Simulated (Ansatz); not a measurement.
InPd:
```yaml
crystal:
  lattice:
    - [3.26693, 0.00000, 0.00000]
    - [0.00000, 3.26693, 0.00000]
    - [0.00000, 0.00000, 3.26693]
  atoms:
    - { symbol: In, position: [0.00000, 0.00000, 0.00000] }
    - { symbol: Pd, position: [0.50000, 0.50000, 0.50000] }
```

Relaxed with r²SCAN. Special points in fractions of this cell's reciprocal vectors: Γ (0.000, 0.000, 0.000); X (0.000, 0.500, 0.000); M (0.500, 0.500, 0.000); R (0.500, 0.500, 0.500).

Task: List the band energies nearest the Fermi level at these points for r²SCAN with spin–orbit coupling (plane waves, PAW; program Ansatz).

Result: In eV from the Fermi level; about four levels below and three above (degenerate sets whole), none deeper than 8.9 eV; points with the same levels are listed once.

```tsv
k	below	above
Γ	-2.60 -2.60 -2.60 -2.60 -2.32 -2.32	3.93 3.93 4.67 4.67 4.67 4.67
X	-2.56 -2.56 -1.28 -1.28	9.71 9.71 10.11 10.11
M	-2.48 -2.48 -1.93 -1.93	1.56 1.56 2.56 2.56
R	-1.90 -1.90 -1.90 -1.90	0.18 0.18 3.66 3.66
```

Space group Pm-3m (CsCl type). The r²SCAN relaxation kept the symmetry of its start; of distortions, only those at the zone centre were tested. The run is not spin-polarised.

Potentials: the later of the program's two PAW sets.
